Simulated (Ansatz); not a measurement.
Cd, DFT, PBEsol, PAW with Ansatz's default frozen-core files, scalar-relativistic (Ansatz 0.2.0), run on 1 thread of Arm Neoverse V2 on a shared host.

The cell is COD entry 9008490, as deposited and not checked against the literature; nothing was relaxed. The listed cell was then made from it by scaling, straining or moving an atom.

Command: `ansatz run input.yaml --threads 1 --pin off --max-ram 3072MiB --backend cpu --events-out ev --progress --plain --runs-dir out`

```yaml
crystal:
  lattice:
    - [2.9788725081, 0.0, 0.0]
    - [-1.489436254, 2.5797792666, 0.0]
    - [0.0, 0.0, 5.505297]
  atoms:
    - { symbol: Cd, position: [0.3333333333, 0.6666666667, 0.25] }
    - { symbol: Cd, position: [0.6666666667, 0.3333333333, 0.75] }
kpoints:
  mp_grid: { grid: [16, 16, 7] }
scf:
  occupations: { method: fermi_dirac, width: 0.05 }
hamiltonian:
  xc: pbesol
  pseudopotentials: { kind: paw }
output:
  forces: true
  stress: true
  eigenvalues: true
  efg: { contact_densities: true }
```

**Question.** How large is the problem that the program sets up?

**Answer.** 120 irreducible k-points, 823 plane waves at Γ, 24 bands.

**Question.** About how long does it take, and how much memory does it use?

**Answer.** 5.9 s of wall time for 6 SCF iterations, with a peak of 0.38 GiB. Times on shared machines scatter by tens of per cent.

**Question.** And the same cell and mesh by all-electron PAW (datasets made for this crystal), asked for forces, stress, eigenvalues, efg, on the same hardware?

**Answer.** 12 s, peak memory 0.42 GiB.
